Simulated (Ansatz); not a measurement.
NaVF₃: reading a single point

```yaml
crystal:
  lattice:
    - [4.22569, 0.00000, 0.00000]
    - [0.00000, 4.22569, 0.00000]
    - [0.00000, 0.00000, 4.22569]
  atoms:
    - { symbol: V, position: [0.00000, 0.00000, 0.00000] }
    - { symbol: F, position: [0.50000, 0.00000, 0.00000] }
    - { symbol: F, position: [0.00000, 0.50000, 0.00000] }
    - { symbol: F, position: [0.00000, 0.00000, 0.50000] }
    - { symbol: Na, position: [0.50000, 0.50000, 0.50000] }
```

Level: PBEsol, with U_eff = 4.18 eV on V d (all-electron-ortho-atomic projectors), collinear spin; 420 eV; 4×4×4 Γ-centred mesh; fermi-dirac occupations (width 0.1 eV); Ansatz 0.2.0, fixed geometry.

Magnetic state (reached from a saved solution, and it need not be the lowest): V1 up.

(1) Metal or insulator? Give the gap.

(2) Give the spin moments.

(3) What do density and ELF say about some of the short contacts?

(4) Is the cell too large or too small?

(5) What is the character of the valence top and the conduction bottom?

(6) How is the charge shared?

Origin: a known structure type with other elements, at an estimated volume, so it need not be a known compound.

Results:

(1) The gap is 1.48 eV, indirect or between spins (the least direct gap found is 2.85 eV).

(2) V1 +2.76 μB of spin moment in Bader basins; net size 3.00 μB a cell.

(3) V–F at 2.11 Å: least valence density 0.34 e/Å³ and ELF 0.04 there. Na–F at 2.99 Å: least valence density 0.02 e/Å³ and ELF 0.01 there, so no covalent bond. Both are smooth PAW fields, read partly inside the augmentation spheres.

(4) The pressure is -5.1 GPa (compression positive), so with the atoms held at these fractions the cell would first shrink.

(5) Within 0.7 eV of the edges, the states project mainly on V d (82 %) and F p (17 %) below the gap and on Na s (63 %), V s (16 %) and F s (13 %) above it.

(6) Bader charges in e: Na +0.94, V +1.61, F -0.85. In the mean V gives up most and F takes most.
